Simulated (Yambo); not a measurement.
G0W0@LDA for Mg₂ZnO₃ (space group P-3m1, No. 164) in Yambo. Reference settings: 6×6×2 Γ-centred k mesh, bands 7 to 125 and a 8 Ry block in the screening, 125 bands in G with the Bruneval-Gonze terminator, plasmon pole fitted at 27.2 eV. The LDA gap A → Γ on this mesh is 2.87 eV; G0W0 gaps are taken between the same points.

The settings were changed. The gap went from 4.96 eV to 5.51 eV, and the shift of the valence edge from -1.05 eV to -1.13 eV.

Problem. What was changed between the two runs?
(A) 43 bands in W, 43 bands in G
(B) 43 bands in W, 43 bands in G, 6 Ry block
(C) 43 bands in W, 43 bands in G, 5 Ry block
(D) 43 bands in W, 43 bands in G, 2 Ry block

Solution. D, 43 bands in W, 43 bands in G, 2 Ry block. The others gave (gap, valence shift): 43 bands in W, 43 bands in G, 5 Ry block: 5.43, -0.94 eV; 43 bands in W, 43 bands in G, 6 Ry block: 5.46, -0.94 eV; 43 bands in W, 43 bands in G: 5.54, -0.96 eV.

Geometry of the Materials Project entry, not relaxed at this level; primitive cell a = 3.033 Å, b = 3.033 Å, c = 7.403 Å, α = 90.00°, β = 90.00°, γ = 120.00°.

The structure is a Materials Project entry; no match was found in the copy of COD used, and its stability was not checked.

A shift is the quasiparticle energy of the state minus its LDA energy.
